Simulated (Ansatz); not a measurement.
TlAgTe$_{2}$:
Space group I-4m2 (No. 119); a = b = 3.4012 Å, c = 18.7061 Å, α = β = γ = 90.00°

```csv
atom,site,symmetry,x,y,z
Ag,2c,-4m2,0.0000,0.5000,0.2500
Tl,2a,-4m2,0.0000,0.0000,0.0000
Te,4e,2mm.,0.0000,0.0000,0.3652
```
(The calculation used a cell of 4 atoms; values per cell refer to that cell.)

Relaxed with LDA.

Which orbitals make up the states near the Fermi level in LDA (plane waves, PAW; program Ansatz)?

Within 0.5 eV of the Fermi level: Te 5p 71 %, Tl 6p 13 %. Projections are on Löwdin-orthogonalised atomic valence shells; empty p or d shells of many metals are not among them.

Tabulate the density of states.

States/eV per cell of 4 atoms, in 0.25 eV bins, energy from the Fermi level.

```
E (eV)  total  Te 5p  Ag 4d  Tl 6p
------  -----  -----  -----  -----
-7.85    0.63   0.14   0.01   0.06
-7.60    0.66   0.13   0.02   0.08
-7.35    0.72   0.14   0.03   0.10
-7.10    0.93   0.19   0.05   0.11
-6.85    1.53   0.45   0.09   0.12
-6.60    0.84   0.24   0.07   0.10
-6.35    0.64   0.19   0.08   0.08
-6.10    0.61   0.20   0.14   0.06
-5.85    1.74   0.76   0.69   0.09
-5.60    2.77   0.96   1.38   0.13
-5.35    5.87   1.40   3.81   0.24
-5.10    7.20   0.99   5.65   0.12
-4.85   11.71   1.21   9.52   0.12
-4.60    6.66   0.74   5.29   0.10
-4.35    4.32   0.61   3.30   0.08
-4.10    4.69   1.05   3.06   0.12
-3.85    2.33   1.10   0.71   0.12
-3.60    3.22   1.61   0.98   0.19
-3.35    2.16   1.34   0.39   0.15
-3.10    1.97   1.24   0.30   0.15
-2.85    2.51   1.43   0.52   0.24
-2.60    3.40   2.05   0.63   0.27
-2.35    2.96   1.98   0.37   0.21
-2.10    1.65   1.11   0.19   0.12
-1.85    2.01   1.33   0.26   0.16
-1.60    2.52   1.68   0.32   0.20
-1.35    3.15   2.22   0.40   0.17
-1.10    2.67   2.00   0.29   0.10
-0.85    1.48   1.12   0.12   0.07
-0.60    1.34   1.03   0.09   0.08
-0.35    1.28   0.99   0.07   0.08
-0.10    1.44   1.04   0.06   0.16
0.15     1.60   1.07   0.05   0.24
0.40     1.74   1.20   0.05   0.31
0.65     1.82   1.12   0.04   0.47
0.90     2.72   1.43   0.06   0.84
1.15     2.51   1.38   0.06   0.71
1.40     2.10   1.11   0.04   0.61
1.65     2.35   1.07   0.04   0.80
1.90     2.06   0.53   0.02   0.94
2.15     2.02   0.31   0.02   1.02
2.40     1.58   0.25   0.02   0.74
2.65     1.23   0.19   0.01   0.58
2.90     1.02   0.15   0.01   0.51
3.15     1.17   0.19   0.01   0.53
3.40     2.03   0.31   0.02   0.59
3.65     2.49   0.42   0.03   0.60
3.90     2.10   0.36   0.02   0.54
4.15     1.94   0.33   0.02   0.56
4.40     1.97   0.31   0.01   0.53
4.65     2.00   0.29   0.01   0.52
```

The workflow started from an entry of the Crystallography Open Database (COD). Its standing as an ambient phase is unchecked. The LDA relaxation kept the symmetry of its start; whether a distortion lowers the energy is not shown. The run is not spin-polarised. Spin–orbit coupling is left out wherever it is not named.

Potentials: the later of the program's two PAW sets.
